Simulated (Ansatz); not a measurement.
Relaxed-ion elastic tensor of SnTePbSe in space group P4/mmm (No. 123; Sn on 1d, Te on 1c, Pb on 1a, Se on 1b) in GPa (Voigt order), the program Ansatz at the PBEsol level (PAW); density 7.35 g/cm³, 30.07 Å³ per atom.

```
      1     2    3     4     5     6
-  ----  ----  ---  ----  ----  ----
1  85.2  54.4  7.1   0.0   0.0   0.0
2  54.4  85.2  7.1   0.0   0.0   0.0
3   7.1   7.1  133   0.0   0.0   0.0
4   0.0   0.0  0.0  14.9   0.0   0.0
5   0.0   0.0  0.0   0.0  14.9   0.0
6   0.0   0.0  0.0   0.0   0.0  62.9
```

Task: Is the crystal mechanically stable?

Result: Yes: the smallest eigenvalue of C is 14.9 GPa.

Task: Work out the Voigt, Reuss and Hill averages.

Result: K_V = 49.0, K_R = 49.0, K_H = 49.0; G_V = 34.2, G_R = 21.6, G_H = 27.9 GPa.

Task: Give Young's modulus, Poisson's ratio, Pugh's ratio and the universal anisotropy index.

Result: E = 9KG/(3K + G) = 70.4 GPa; ν = 0.26; K/G = 1.75 (near the Pugh limit of 1.75, no verdict); A_U = 5G_V/G_R + K_V/K_R − 6 = 2.90.

Task: Estimate the sound speeds and the Debye temperature.

Result: v_l = √((K + 4G/3)/ρ) = 3420 m/s, v_t = √(G/ρ) = 1950 m/s, mean 2170 m/s; Θ = (h/k)(3n/4πV)^(1/3) v_m = 207 K.

Task: Solve the Christoffel equation for the three sound speeds along x, y, z.

Result: Eigenvalues of C_ijkl n_j n_l equal ρv². In km/s, slowest first: x 1.42, 2.93, 3.40; y 1.42, 2.93, 3.40; z 1.42, 1.42, 4.26.

Task: How much does each axis shrink under pressure?

Result: Linear compressibilities β_i = Σ_j S_ij (j = 1 to 3): x 6.8, y 6.8, z 6.8 per TPa.

The first step of the workflow began from a Materials Project structure, measured or hypothetical; the Crystallography Open Database copy checked does not list it. Its standing as an ambient phase is unchecked. Symmetry was held in the PBEsol relaxation. At this level the phase is dynamically unstable (imaginary phonons). As this level gives no gap, shear constants depend on the k-mesh and smearing (Fermi–Dirac, 0.1 eV here). Spin–orbit coupling is left out wherever it is not named.

Potentials: the later of the program's two PAW sets.
